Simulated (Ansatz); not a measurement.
This Cd2S structure is the end of a relaxation. The cell was found from a structure generator's guess, not taken from experiment.

Method: Ansatz, DFT PBE, scalar-relativistic, plane waves, PAW. Cutoff 420 eV, Γ-centred mesh, Gaussian smearing, no spin polarisation.

```
Cd S
1.0
    -2.60598    2.60598    3.70297
     2.60598   -2.60598    3.70297
     2.60598    2.60598   -3.70297
Cd S
2 1
Cartesian
  0.0000 0.0000 5.0016
  0.0000 0.0000 2.4043
  0.0000 0.0000 0.0000
```

The zero of energy is the elements' standard structures at the same level; no fitted shifts are applied.

Q: What space group does it have?

A: I4/mmm (No. 139). Conventional cell: a = 5.212 Å, c = 7.406 Å. Around Cd lie 1 S at 2.40 Å and 1 Cd at 2.60 Å; S has 2 Cd at 2.40 Å.

Q: What is its formation energy per atom?

A: +0.074 eV/atom. It can't be a ground state, since the elements alone are lower.

Q: Is it a metal?

A: No, the gap on the 10×10×10 mesh is 0.23 eV.

The last run used a 10×10×10 mesh for its 3-atom cell and Gaussian smearing of 0.01 eV. No dispersion correction is applied, so the spacing and binding between layers, chains or molecules are poorly described. Kohn–Sham gaps at this level usually fall short of measured ones. The reference form of S is held partly by dispersion forces, which this level lacks. Small gaps are read on the mesh alone, and bands can cross between its points. Symmetry constrained the relaxation, so the result can be a saddle point. Another cell of Cd2S relaxed alike, in Cm, lies 0.37 eV/atom lower, so this cell isn't the stable form at this level.
